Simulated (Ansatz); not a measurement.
The cell comes from COD entry 1538810, which wasn't checked; take it as a given geometry.

ScSi₂: DFT, PBEsol, all-electron PAW with datasets made for the crystal, scalar-relativistic (Ansatz 0.2.0).

Command: `ansatz run input.yaml --threads 1 --pin off --max-ram 4096MiB --backend cpu --events-out ev --progress --plain --runs-dir out` The run took 14 s on 1 thread of Arm Neoverse V2 (shared host), peak memory 0.48 GiB.

```yaml
crystal:
  lattice:
    - [3.6599987106, 0.0, 0.0]
    - [-1.8299993553, 3.1696518612, 0.0]
    - [0.0, 0.0, 3.87]
  atoms:
    - { symbol: Sc, position: [0.0, 0.0, 0.0] }
    - { symbol: Si, position: [0.3333333333, 0.6666666667, 0.5] }
    - { symbol: Si, position: [0.6666666667, 0.3333333333, 0.5] }
kpoints:
  mp_grid: { grid: [13, 13, 11] }
  band_path:
    path:
      - [0.0, 0.0, 0.0]
      - [0.5, 0.0, 0.0]
      - [0.3333333333, 0.3333333333, 0.0]
      - [0.0, 0.0, 0.0]
      - [0.0, 0.0, 0.5]
      - [0.5, 0.0, 0.5]
      - [0.3333333333, 0.3333333333, 0.5]
      - [0.0, 0.0, 0.5]
      - [0.5, 0.0, 0.5]
    npoints: 8
scf:
  occupations: { method: fermi_dirac, width: 0.05 }
hamiltonian:
  xc: pbesol
  pseudopotentials: { kind: all_electron, datasets: crystal }
output:
  forces: true
  stress: true
  eigenvalues: true
  efg: { contact_densities: true }
```

Output:

```
hamiltonian.pseudopotentials.datasets: crystal makes datasets for this crystal and solves the spheres of its atoms anew in each pass: cutoff 240.0 eV, the density's 960.0 eV; for an error of 0.50 meV an atom under PBE, 1.5 meV for the cell; an energy difference from a run of another recipe may be off by several times the error for the cell, under r2SCAN by more, where some 0.1 meV an atom stays at smaller errors; Si in spheres of 1.053 Å, 4 of its electrons in bands; Sc in spheres of 1.376 Å, 11 of its electrons in bands
Engine: ansatz 0.2.0
Pseudopotentials: kind: all_electron
Pseudopotential: Sc, paw, valence charge 11, recommended cutoff 240 eV (normal), Koelling and Harmon's equation, gaussian nucleus
Pseudopotential: Si, paw, valence charge 4, recommended cutoff 240 eV (normal), Koelling and Harmon's equation, gaussian nucleus
Functional definition: PBEsol
  exchange = pbesol_x
  correlation = pbesol_c
Crystal: 3 atoms, lattice volume = 44.896 Å³
Basis set: ecut = 240 eV, 393 PW (Γ), exchange–correlation on 40×40×40 points (8 copies of the dense FFT grid, shifted against one another)
Bands: 14, of which v1, the nominal top of the filled ones, is band 10 counted from 1 (9 counted from 0)
Symmetry: 24 space group operations
Space group: P6/mmm (ITA 191), of the structure as read, at distance tolerance 3.6e-5 Å
k-points: 126 of 1859
Non-local potential: Sc, projectors of the file, l = 0: 3, l = 1: 2, l = 2: 2
Non-local potential: Si, projectors of the file, l = 0: 1, l = 1: 1
PAW form: soft (Blöchl's): semilocal exchange-correlation on the pseudo side does not see the compensation charge
PAW one-centre angular grid: Sc, 590 points (default); XC on its mesh's 1957 points in the sphere
PAW one-centre angular grid: Si, 110 points (default); XC on its mesh's 1913 points in the sphere
Initial density: superposition of atomic densities (neutral atoms: chi_scale 0, normalization atom)
Initial wavefunctions: pseudopotential atomic-orbital guess
Functional: x = pbesol(κ = 0.804, μ = 0.12345679012345678), c = pbesol(β = 0.046)
iter 1 solved again at ethr=6.15e-3 eV; its pass at ethr=1.00e-1 eV (dr2=1.17e0 eV) is discarded
SCF iter   1: F=—  HF=-36528.049353 eV  |F-HF|=—  |Δ(HF+E_count)|=         —  Δρ=4.53e-2  dr2=1.63e0  ethr=6.15e-3  ⟨swp⟩=3.5  Hψ=10757  notcnv=0
preconditioner: auto → none  [metal: Δε(μ)=0.016 eV  Ē_g=8.273 eV  σ=0.050 eV  W_gap=0.08  n_scr=8 (ndim 8)  ℏωp=18.4 eV  f_vac=0.006  D(μ)=1.00/eV (n_scr^D=8)  sad-step TF]
SCF iter   2: F=—  HF=-36527.703622 eV  |F-HF|=—  |Δ(HF+E_count)|=   3.46e-1  Δρ=2.25e-2  dr2=3.20e-1  ethr=6.15e-3  ⟨swp⟩=4.0  Hψ=4542  notcnv=0  defer=11
iter 3 solved again at ethr=5.91e-5 eV; its pass at ethr=1.69e-3 eV (dr2=1.12e-2 eV) is discarded
SCF iter   3: F=—  HF=-36527.653701 eV  |F-HF|=—  |Δ(HF+E_count)|=   4.99e-2  Δρ=5.00e-3  dr2=1.35e-2  ethr=5.91e-5  ⟨swp⟩=3.7  Hψ=10160  notcnv=0  defer=29
eigensolver tolerance schedule calibrated: the retry pair's looser diagonalisation under-reported the residual by θ = 0.17 (0.12/decade); ethr = c·dr2/N_el runs at the constant in force after the calibration composes with the one it found (an armed cap, an earlier calibration), c = 7.3e-2
SCF iter   4: F=—  HF=-36527.659734 eV  |F-HF|=—  |Δ(HF+E_count)|=   6.03e-3  Δρ=1.70e-3  dr2=2.68e-3  ethr=5.18e-5  ⟨swp⟩=3.3  Hψ=4456  notcnv=0  defer=5
SCF iter   5: F=—  HF=-36527.661004 eV  |F-HF|=—  |Δ(HF+E_count)|=   1.27e-3  Δρ=9.88e-4  dr2=5.99e-4  ethr=1.02e-5  ⟨swp⟩=3.3  Hψ=5092  notcnv=0  defer=1
SCF iter   6: F=—  HF=-36527.660977 eV  |F-HF|=—  |Δ(HF+E_count)|=   2.69e-5  Δρ=4.44e-4  dr2=1.73e-4  ethr=2.29e-6  ⟨swp⟩=4.0  Hψ=4495  notcnv=0
SCF iter   7: F=—  HF=-36527.660936 eV  |F-HF|=—  |Δ(HF+E_count)|=   4.11e-5  Δρ=8.26e-5  dr2=5.93e-6  ethr=6.62e-7  ⟨swp⟩=3.8  Hψ=3391  notcnv=0
SCF iter   8: F=-36527.660933 eV  HF=-36527.660933 eV  |F-HF|=6.65e-8  |Δ(HF+E_count)|=   3.33e-6  Δρ=1.13e-5  dr2=5.49e-8  ethr=2.27e-8  ⟨swp⟩=4.1  Hψ=3969  notcnv=0
7 of the run's printed levels, from -35.53 eV on, may lie off, as they stand: their residual norms reach 0.0012 eV (residual_norms_ev in the JSON report holds each one's)
SCF 1 converged in 8 iterations: F = -36527.660931 eV  dr2 = 5.49e-8
  Residual-converged pass: ⟨swp⟩=5.1  Hψ=5775  notcnv=0  max |occ|·‖R‖ = 6.4e-6 eV (tolerance 6.5e-6 eV)  dr2=5.37e-8  dr2_onsite=6.39e-8  max |Δocc| = 7.8e-8
  greatest PAW one-centre occupation: 0.998 electrons in one spin orbital (limit 2), on the Sc atom at site 0 (counted from 0), in its partial waves of l = 0
NSCF: frozen V_eff on 65 k-points
SCF converged after 8 iterations
Free energy (F): -36527.660931 eV
Harris-Foulkes:  -36527.660931 eV  (|F-HF|=6.65e-8)
Internal energy: -36527.645025 eV  (E = F + TS)
E sigma→0 (E₀):  -36527.652978 eV
Entropy (-TS):   -0.015906 eV (-5.302 meV/atom)
Past the cutoff: the bands carry plane waves up to 1.75 times it, of which those up to 1.5 times it add -0.000272 eV an atom, each by itself; the spheres take 0.000165 eV an atom off the energy for waves past 1.75 times it
By the cutoff:   a pressure is off by up to 0.006 GPa (1.2 times the spheres' own share and the shells' term, over an atom's volume, and 0.004 GPa: a bound that held against runs at twice the plane waves)
Past the cutoffs: a stress includes 0.0009 GPa for waves and charges beyond them, in addition to the slope of what the spheres take
In the spheres:  the bands' charges fall short by 4.1e-6 e at most (sound up to 1e-3)
Fermi energy:    13.805674 eV
--- Per-component energies (eV) ---
  The terms above E_closure are by the made datasets' own strengths, without shells solved beside the bands.
--- Forces (eV/Å), atoms counted from 1 ---
  atom   1  Sc    -0.00000000     0.00000000     0.00000000
  atom   2  Si     0.00000000     0.00000000     0.00000000
  atom   3  Si     0.00000000    -0.00000000     0.00000000
  max |Σ_I F_I| component: 1.39e-17 eV/Å
--- Stress (GPa, compression-positive) ---
       33.898580       0.000000       0.000000
        0.000000      33.898580       0.000000
        0.000000       0.000000      -2.821441
  P = ⅓ Tr σ = 21.6586 GPa (216.586 kbar)
--- PAW observables at the nuclei: V_zz in 10²¹ V/m², potentials from the cell's mean, atoms counted from 1 ---
  atom   1  Sc V_zz =    -0.465608   η = 0.0000   by run symmetry: allowed
            electrostatic potential = -2370.743260 V   contact ρ = 48467.817244 e/Å³
  atom   2  Si V_zz =    +0.977034   η = 0.0000   by run symmetry: allowed
            electrostatic potential = -1362.991382 V   contact ρ = 12768.907066 e/Å³
  atom   3  Si V_zz =    +0.977034   η = 0.0000   by run symmetry: allowed
            electrostatic potential = -1362.991382 V   contact ρ = 12768.907066 e/Å³
--- Band table (eV; the first three rows and the last of 126) ---
  k-point 0: bands = ["-35.5415", "-14.3363", "-14.2665", "-14.2665", "-0.0170", "10.2772", "10.3780", "10.3780", "11.7112", "14.9025", "14.9025", "14.9987", "15.4562"]
  k-point 1: bands = ["-35.5412", "-14.3424", "-14.2661", "-14.2661", "0.0421", "9.6278", "10.4284", "10.4284", "12.3350", "14.3461", "14.3461", "15.0670", "16.1338"]
  k-point 2: bands = ["-35.5405", "-14.3587", "-14.2649", "-14.2649", "0.2086", "8.6140", "10.5740", "10.5740", "13.2891", "13.7166", "13.7166", "15.2688", "15.7493"]
  k-point 125: bands = ["-35.5265", "-14.3703", "-14.3547", "-14.3363", "3.7225", "4.4619", "7.4021", "9.8698", "10.3002", "14.7967", "16.2677", "16.3106", "16.6443"]
```

Spin polarisation is left out, and whether a magnetic state lies lower isn't shown here.
